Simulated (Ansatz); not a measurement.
## Mo (Im-3m): elastic constants by finite strains

Computed with LDA, PAW on Ansatz 0.2.0's default frozen-core files (fitted under PBE), scalar-relativistic; not a measurement.

Cell and atoms were relaxed beforehand by PAW with this functional.

Command:

```sh
ansatz run input.yaml --threads 1 --pin off --max-ram 2560MiB --backend cpu --events-out ev --progress --plain --runs-dir out
```

Input:

```yaml
crystal:
  lattice:
    - [-1.55582853567, 1.55582853567, 1.55582853567]
    - [1.55582853567, -1.55582853567, 1.55582853567]
    - [1.55582853567, 1.55582853567, -1.55582853567]
  atoms:
    - { symbol: Mo, position: [0.0, 0.0, 0.0] }
kpoints:
  mp_grid: { grid: [24, 24, 24] }
scf:
  occupations: { method: fermi_dirac, width: 0.08 }
hamiltonian:
  xc: lda
  pseudopotentials: { kind: paw }
elastic:
  mode: relaxed_ion
  stencil: four_point
  amplitude: 0.003
```

The program printed:

```
Warning: RAYON_NUM_THREADS=1 ignored (pool sized by the plan → 1); use --threads N
Engine: ansatz 0.2.0, aarch64-unknown-linux-gnu
Pseudopotentials: kind: paw
Pseudopotential: Mo, paw, valence charge 14, recommended cutoff 420 eV (normal), Mo.paw.azcp
Functional definition: SPW92
  exchange = slater_x
  correlation = pw_c
Crystal: 1 atoms, lattice volume = 15.064 Å³
Basis set: ecut = 420 eV, 321 PW (Γ)
Bands: 11, of which v1, the nominal top of the filled ones, is band 7 counted from 1 (6 counted from 0)
Symmetry: 48 space group operations
Space group: Im-3m (ITA 229), of the structure as read, at distance tolerance 2.5e-5 Å
k-points: 413 of 13824
Non-local potential: Mo, projectors of the file, l = 0: 3, l = 1: 2, l = 2: 2, l = 3: 1
PAW form: soft (Blöchl's): semilocal exchange-correlation on the pseudo side does not see the compensation charge
PAW frozen core: Mo, regenerated for the run's functional, and the local potential with it (the file was generated under x = pbe(κ = 0.804, μ = 0.2195149727645171), c = pbe(β = 0.06672455060314922))
PAW one-centre angular grid: Mo, 590 points (default); XC on 64 Gauss nodes
[... 123 lines left out ...]
  moduli (Voigt/Reuss/Hill, GPa): K = 292.51/292.51/292.51   G = 130.19/124.51/127.35   E = 333.63   ν = 0.310
  mechanically stable: yes (min eigenvalue of sym C = 107.02 GPa)
  strain η (Voigt 11):  stress-route row diagonal C_11 = 512.43 GPa, energy-path curvature d²(F+E_count+ΔE)/dδ²/Ω₀ = 512.39 GPa
    cells at ±δ against ±2δ: C31 182.56 and 182.61 GPa, apart by 0.01 % of the column's largest entry
         δ    σ_11 (GPa)             F (eV)   n_scf  n_hpsi   n_pw
    -6.000e-3      -3.1161       -4842.8655553       7  217812    321   relax 0 steps, max|allowed force component| 0.00e0 eV/Å
    -3.000e-3      -1.5339       -4842.8662102       3  166285    321   relax 0 steps, max|allowed force component| 0.00e0 eV/Å
     3.000e-3       1.5408       -4842.8662024       3  169273    321   relax 0 steps, max|allowed force component| 0.00e0 eV/Å
     6.000e-3       3.0336       -4842.8655565       6  190725    321   relax 0 steps, max|allowed force component| 0.00e0 eV/Å
  strain η (Voigt 23):  stress-route row diagonal C_44 = 107.02 GPa, energy-path curvature d²(F+E_count+ΔE)/dδ²/Ω₀ = 106.98 GPa
    cells at ±δ against ±2δ: C44 107.02 and 107.01 GPa, apart by 0.01 % of the column's largest entry
         δ    σ_23 (GPa)             F (eV)   n_scf  n_hpsi   n_pw
    -6.000e-3      -0.6420       -4842.8662421       7  404578    321   relax 0 steps, max|allowed force component| 0.00e0 eV/Å
    -3.000e-3      -0.3211       -4842.8663779       3  303888    321   relax 0 steps, max|allowed force component| 0.00e0 eV/Å
     3.000e-3       0.3211       -4842.8663779       3  301446    321   relax 0 steps, max|allowed force component| 0.00e0 eV/Å
     6.000e-3       0.6420       -4842.8662421       5  335921    321   relax 0 steps, max|allowed force component| 0.00e0 eV/Å
```

The run converged.

**Elastic constants**

Elastic constants of a crystal by Kohn-Sham DFT: slopes of the stress over finite engineering strains of the given cell, Voigt indices, Cartesian axes as in the input.

```
Pressure at rest         : -0.018 GPa
Least elastic eigenvalue : 107 GPa
Elastically stable       : yes
```

```
index  elastic (GPa)
   11          512.4
   12          182.6
   44            107
```

### Strained cells

Stress of each strained cell less that at rest, tension positive.

| strain component | strain | stress xx (GPa) | stress yy (GPa) | stress zz (GPa) | stress yz (GPa) | stress xz (GPa) | stress xy (GPa) | relaxation steps |
| --- | --- | --- | --- | --- | --- | --- | --- | --- |
| xx | -0.006 | -3.134 | -1.115 | -1.115 | 0 | 0 | 0 | 0 |
| xx | -0.003 | -1.552 | -0.5524 | -0.5524 | 0 | 0 | 0 | 0 |
| xx | 0.003 | 1.522 | 0.543 | 0.543 | 0 | 0 | 0 | 0 |
| xx | 0.006 | 3.015 | 1.077 | 1.077 | 0 | 0 | 0 | 0 |
| yz | -0.006 | -0.0102 | -0.0072 | -0.0072 | -0.642 | 0 | 0 | 0 |
| yz | -0.003 | -0.0025 | -0.0017 | -0.0017 | -0.321 | 0 | 0 | 0 |
| yz | 0.003 | -0.0025 | -0.0017 | -0.0017 | 0.321 | 0 | 0 | 0 |
| yz | 0.006 | -0.0102 | -0.0072 | -0.0072 | 0.642 | 0 | 0 | 0 |

### Elastic moduli

Hill averages of a grain aggregate, Debye temperature from the mean sound speed over directions.

* Bulk modulus: 292.5 GPa
* Shear modulus: 127.4 GPa
* Young modulus: 333.6 GPa
* Poisson ratio: 0.3099
* Bulk over shear modulus: 2.297
* Elastic anisotropy index: 0.2281
* Least young modulus: 286.2 GPa
* Largest young modulus: 416.5 GPa
* Longitudinal sound speed: 6611 m/s
* Transverse sound speed: 3470 m/s
* Elastic debye temperature: 466 K
* Linear compressibility (x, y, z): 1.14, 1.14, 1.14 1/TPa
* Zener ratio: 0.6488
* Cauchy pressure: 75.53 GPa

Caveats: frozen-core PAW files fitted under PBE, their cores solved anew for the functional of the run; responses of metals move with mesh and smearing.

Time and hardware: 100 s on 1 thread of Arm Neoverse V2, with other jobs on the host, peak memory 0.61 GiB.
